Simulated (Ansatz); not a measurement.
Given:

HfB$_{2}$:
Space group P6/mmm (No. 191); a = b = 3.1450 Å, c = 3.4875 Å, α = β = 90.00°, γ = 120.00°

| atom | site | symmetry | x | y | z |
|---|---|---|---|---|---|
| Hf | 1a | 6/mmm | 0.0000 | 0.0000 | 0.0000 |
| B | 2d | -6m2 | 0.3333 | 0.6667 | 0.5000 |

This is the PBE-relaxed structure.

Question: All from plane-wave PAW PBE (Ansatz code), unless another level is named. Give the electronic character.

Answer: metallic (no gap).

Question: Give the density of states at the Fermi level.

Answer: 0.09 states/eV per atom (mean over ±0.08 eV).

Question: Predict the formation energy from the elements (no fitted shifts).

Answer: -1.01 eV/atom.

The cell was relaxed with PBE under the symmetry of its start. The run is not spin-polarised. The references are the lowest solids computed at this level, not always the standard phases. Spin–orbit coupling is left out wherever it is not named.

Potentials: the later of the program's two PAW sets.
